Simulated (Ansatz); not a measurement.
TiO$_{2}$ (anatase)

```
CELL_PARAMETERS angstrom
     -1.88487     1.88487     4.77774
      1.88487    -1.88487     4.77774
      1.88487     1.88487    -4.77774
ATOMIC_POSITIONS crystal
  Ti 0.50000 0.50000 0.00000
  Ti 0.25000 0.75000 0.50000
  O  0.29253 0.29253 0.00000
  O  0.04253 0.54253 0.50000
  O  0.45747 0.95747 0.50000
  O  0.70747 0.70747 0.00000
```

The slice is a (001) plane (indices of the conventional cell) through the point (0.292, 0.292, 0.000) (fractional), spanned by u = [101] and v = [011] in vectors of this cell: u (3.77 Å) and v (3.77 Å, at 90° to u). It covers one period; positions are fractions (u, v).

The numbers are results of PBEsol (plane waves to 420 eV, PAW, scalar-relativistic; Ansatz, a quantum-chemistry and plane-wave program), not measurements. k mesh 12×12×12. These are valence fields of a PAW run, semicore shells included where kept as valence: close to a nucleus they are smooth pseudo fields. The PAW data are Ansatz's earlier set. TiO2 is run without spin polarisation. TiO2 was relaxed with its symmetry unable to fall.

Question: Predict the map of the electron localisation function (ELF) on the slice.

Answer: 
| v \ u | 0.00 | 0.12 | 0.25 | 0.38 | 0.50 | 0.62 | 0.75 | 0.88 |
|---|---|---|---|---|---|---|---|---|
| 0.88 | 0.78 | 0.82 | 0.50 | 0.04 | 0.01 | 0.04 | 0.50 | 0.82 |
| 0.75 | 0.25 | 0.20 | 0.08 | 0.09 | 0.25 | 0.09 | 0.08 | 0.20 |
| 0.62 | 0.64 | 0.40 | 0.05 | 0.51 | 0.69 | 0.51 | 0.05 | 0.39 |
| 0.50 | 0.76 | 0.71 | 0.08 | 0.65 | 0.78 | 0.65 | 0.08 | 0.71 |
| 0.38 | 0.64 | 0.39 | 0.05 | 0.51 | 0.69 | 0.51 | 0.05 | 0.40 |
| 0.25 | 0.25 | 0.20 | 0.08 | 0.09 | 0.25 | 0.09 | 0.08 | 0.20 |
| 0.12 | 0.78 | 0.82 | 0.50 | 0.04 | 0.01 | 0.04 | 0.50 | 0.82 |
| 0.00 | x | 0.78 | 0.67 | 0.09 | 0.01 | 0.09 | 0.67 | 0.78 |

Values: electron localisation function (ELF). Points within 0.4 Å of a nucleus are blanked (x), as the pseudised field means little there.
